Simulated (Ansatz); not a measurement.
This cell of Ru (hcp, Mg type) is off equilibrium:

```yaml
crystal:
  lattice:
    - [2.70456, 0.00000, 0.00000]
    - [-1.35228, 2.34222, 0.00000]
    - [0.00000, 0.00000, 8.52018]
  atoms:
    - { symbol: Ru, position: [0.33333, 0.66667, 0.37891] }
    - { symbol: Ru, position: [0.33333, 0.66667, 0.87109] }
    - { symbol: Ru, position: [0.66667, 0.33333, 0.12500] }
    - { symbol: Ru, position: [0.66667, 0.33333, 0.62500] }
```

Level of theory: r2SCAN (plane waves to 500 eV, PAW, scalar-relativistic; Ansatz, a quantum-chemistry and plane-wave program). k mesh 20×20×6 (Γ-centred), Fermi-Dirac smearing 0.05 eV. Stress and pressure are positive under compression. With partly filled bands, energies and forces of such displacements shift with the k mesh and the smearing. Ru is run without spin polarisation. Ru was relaxed with its symmetry unable to fall.

What forces act on the atoms (eV/Å, Cartesian)?


```csv
atom,Fx,Fy,Fz
Ru1,0.000,0.000,-0.574
Ru2,0.000,0.000,0.574
Ru3,0.000,0.000,0.000
Ru4,0.000,0.000,0.000
```

What is the stress tensor (GPa)?


```
    0.1      0.0      0.0
    0.0      0.1      0.0
    0.0      0.0      0.4
```
The pressure, a third of the trace, is 0.2 GPa.

(For displaced atoms, the force is minus the slope of the energy, and its curvature is a force constant, which sets phonon frequencies.)
